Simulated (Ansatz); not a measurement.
## Piezoelectric tensor of Mg3CdTe4

All numbers below come from DFT PBE, scalar-relativistic, plane waves, PAW in Ansatz. Plane waves to 420 eV; Γ-centred k mesh 4×4×4; fixed occupations. No spin polarisation.

Relaxed structure:
```
Mg Cd Te
1.0
     6.53560    0.00000    0.00000
     0.00000    6.53560    0.00000
     0.00000    0.00000    6.53560
Mg Cd Te
3 1 4
Direct
  0.00000 0.00000 0.50000
  0.00000 0.50000 0.00000
  0.50000 0.00000 0.00000
  0.50000 0.50000 0.50000
  0.75316 0.75316 0.75316
  0.75316 0.24684 0.24684
  0.24684 0.75316 0.24684
  0.24684 0.24684 0.75316
```

The structure comes from a generated guess, relaxed at this level; another structure or a mixture of phases may lie lower. Spin–orbit coupling is left out, which matters for heavy elements.

(1) Give the relaxed-ion proper piezoelectric stress tensor e_iJ (C/m², Voigt columns xx yy zz yz xz xy).

(2) With the elastic constants (GPa, Voigt order)
C11 = 44.6, C12 = 29.0, C13 = 29.0, C22 = 44.6, C23 = 29.0, C33 = 44.6, C44 = 17.5, C55 = 17.5, C66 = 17.5 GPa; the others vanish.
find the strain coefficients d = e·C⁻¹ (pC/N).

Results:

(1)
```
x   0.000 0.000 0.000 0.056 0.000 0.000
y   0.000 0.000 0.000 0.000 0.056 0.000
z   0.000 0.000 0.000 0.000 0.000 0.056
```
Signs follow the orientation of the cell as given.

(2)
```
x   0.00 0.00 0.00 3.17 0.00 0.00
y   0.00 0.00 0.00 0.00 3.17 0.00
z   0.00 0.00 0.00 0.00 0.00 3.17
```
